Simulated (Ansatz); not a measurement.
## Computed properties of TaAs

TaAs:
```cif
data_As2Ta2
_chemical_formula_sum 'Ta2 As2'
_space_group_name_H-M_alt 'P 1'
_space_group_IT_number 1
_cell_length_a 6.35873
_cell_length_b 6.35873
_cell_length_c 6.35873
_cell_angle_alpha 148.398
_cell_angle_beta 148.398
_cell_angle_gamma 45.298
loop_
_space_group_symop_operation_xyz
  'x, y, z'
loop_
_atom_site_label
_atom_site_type_symbol
_atom_site_fract_x
_atom_site_fract_y
_atom_site_fract_z
_atom_site_occupancy
Ta1 Ta 0.75017 0.25017 0.50000 1
Ta2 Ta 0.00017 0.00017 0.00000 1
As1 As 0.33243 0.83243 0.50000 1
As2 As 0.58243 0.58243 0.00000 1
```

Space group I4_1md (No. 109); conventional cell a = 3.4629 Å, b = 3.4629 Å, c = 11.7367 Å, α = 90.00°, β = 90.00°, γ = 90.00°.

Method: DFT-PBE in the program Ansatz with PAW potentials. Geometry: relaxed at this level of theory. Other levels are named where they apply.

**Cell and energy**

```
Property                                                      Result
-----------------------------------------------------  -------------
Volume per atom                                             17.59 Å³
Density                                                  12.08 g/cm³
Formation energy from the elements (no fitted shifts)  -0.55 eV/atom
```

**Electronic structure**

```
Quantity                                                                                                   Result
------------------------------------  ---------------------------------------------------------------------------
Electronic character                  no gap, with almost no states at the Fermi level (zero-gap or semimetallic)
Density of states at the Fermi level                                 0.02 states/eV per atom (mean over ±0.08 eV)
```

The cell was relaxed with PBE under the symmetry of its start. The run is not spin-polarised. A small band overlap can be real or an error of a semilocal functional. The references are the lowest solids computed at this level, not always the standard phases. Spin–orbit coupling is left out wherever it is not named.

Potentials: the earlier of the program's two PAW sets.
